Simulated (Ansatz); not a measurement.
Stress against strain in LaTl3

```
CELL_PARAMETERS angstrom
4.79900 0.00000 0.00000
0.00000 4.79900 0.00000
0.00000 0.00000 4.79900
ATOMIC_POSITIONS crystal
La 0.00000 0.00000 0.00000
Tl 0.00000 0.50000 0.50000
Tl 0.50000 0.00000 0.50000
Tl 0.50000 0.50000 0.00000
```

Atoms are numbered in the order listed.

The cell is COD entry 1538104, as deposited and not checked against the literature; nothing was relaxed.

Spin–orbit coupling is left out, though it moves levels of the heavy atoms by tenths of an eV or more.

Computed with DFT, PBEsol, all-electron LAPW, scalar-relativistic (Ansatz 0.2.0).

The runs use a Γ-centred 8×8×8 k mesh, Fermi–Dirac smearing of 0.05 eV, basis error target 1 meV/atom, no spin polarisation.

The strain is applied along the Cartesian axes of the cell as listed (the other components stay zero). Fractional coordinates are held (clamped ions).

σ is the change of stress from the unstrained cell, which is at -0.15 GPa; tension is positive, so slopes are stress–strain coefficients at that pressure. In a metal the k mesh adds noise.

Only quantities that a quadratic follows smoothly over the whole series are listed; rougher ones are left out.

| εxx = εyy | σzz (GPa) | σxx (GPa) |
| --- | --- | --- |
| -0.0200 | -1.80 | -2.71 |
| -0.0100 | -0.86 | -1.27 |
| 0.0000 | 0.00 | 0.00 |
| 0.0200 | 1.49 | 2.09 |

**Question.** Fit the series and read off the stiffness at zero strain.

**Answer.** Least-squares fits y = p0 + p1 x + p2 x² to the rows give σzz (GPa): p1 = 82.2, p2 = -390; σxx (GPa): p1 = 120, p2 = -780. So 2 C12 = 82 GPa and C11 + C12 = 120 GPa.

**Question.** One run, at εxx = εyy = 0.0100, is withheld. Predict its row.

**Answer.** The fits give 0.78, 1.12; the run gave 0.78, 1.11.
